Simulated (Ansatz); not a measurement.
TiC (CsCl type, space group No. 221) under volume change, the program Ansatz at the PBEsol level (PAW), scaled uniformly.

```json
[
 {"V (Å³/atom)": "8.779", "E − E(relaxed) (meV/atom)": "66.9", "P (GPa)": "26.79"},
 {"V (Å³/atom)": "9.069", "E − E(relaxed) (meV/atom)": "28.1", "P (GPa)": "16.41"},
 {"V (Å³/atom)": "9.358", "E − E(relaxed) (meV/atom)": "6.7", "P (GPa)": "7.56"},
 {"V (Å³/atom)": "9.648", "E − E(relaxed) (meV/atom)": "0.0", "P (GPa)": "0.00"},
 {"V (Å³/atom)": "9.937", "E − E(relaxed) (meV/atom)": "6.1", "P (GPa)": "-6.56"},
 {"V (Å³/atom)": "10.227", "E − E(relaxed) (meV/atom)": "23.2", "P (GPa)": "-12.26"},
 {"V (Å³/atom)": "10.516", "E − E(relaxed) (meV/atom)": "49.9", "P (GPa)": "-17.17"}
]
```

Problem. What does a third-order Birch–Murnaghan fit give for V₀, B₀ and B′?

Solution. V₀ = 9.65 Å³/atom, B₀ = 236 GPa, B′ = 4.0.

Space group Pm-3m (CsCl type). A made-up cell: these elements were put on the sites of a structure type; neither database checked (COD, Materials Project) lists it. It is not the phase usual at ambient conditions (space group No. 225). The PBEsol relaxation kept the symmetry of its start. At this level the phase is mechanically unstable. The run is not spin-polarised.

Potentials: the earlier of the program's two PAW sets.
